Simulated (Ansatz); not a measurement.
Relaxed-ion elastic tensor of SrTiO$_{3}$ (cubic perovskite, Pm-3m) in GPa (Voigt order), r²SCAN in the plane-wave PAW code Ansatz; density 5.11 g/cm³, 11.93 Å³ per atom.

```csv
,1,2,3,4,5,6
1,353,108,108,0.0,0.0,0.0
2,108,353,108,0.0,0.0,0.0
3,108,108,353,0.0,0.0,0.0
4,0.0,0.0,0.0,122,0.0,0.0
5,0.0,0.0,0.0,0.0,122,0.0
6,0.0,0.0,0.0,0.0,0.0,122
```

Q: Is the crystal mechanically stable?

A: Yes: the smallest eigenvalue of C is 122 GPa.

Q: Work out the Voigt, Reuss and Hill averages.

A: K_V = 189, K_R = 189, K_H = 189; G_V = 122, G_R = 122, G_H = 122 GPa.

Q: Give Young's modulus, Poisson's ratio, Pugh's ratio and the universal anisotropy index.

A: E = 9KG/(3K + G) = 302 GPa; ν = 0.23; K/G = 1.55 (brittle by the Pugh limit of 1.75); A_U = 5G_V/G_R + K_V/K_R − 6 = 0.00.

Q: Estimate the sound speeds and the Debye temperature.

A: v_l = √((K + 4G/3)/ρ) = 8310 m/s, v_t = √(G/ρ) = 4890 m/s, mean 5420 m/s; Θ = (h/k)(3n/4πV)^(1/3) v_m = 707 K.

Q: Give the Zener ratio and Young's modulus along [100], [110] and [111].

A: A = 2C44/(C11 − C12) = 1.00; 1/E = S11 − 2(S11 − S12 − S44/2)Γ with Γ = 0, 1/4, 1/3 gives 302, 302, 302 GPa.

Q: Solve the Christoffel equation for the three sound speeds along [100], [110], [111].

A: Eigenvalues of C_ijkl n_j n_l equal ρv². In km/s, slowest first: [100] 4.89, 4.89, 8.31; [110] 4.89, 4.90, 8.31; [111] 4.89, 4.89, 8.31.

The cell was relaxed with r²SCAN under the symmetry of its start. At this level the phase is dynamically unstable (imaginary phonons). No spin polarisation was allowed.

Potentials: the later of the program's two PAW sets.
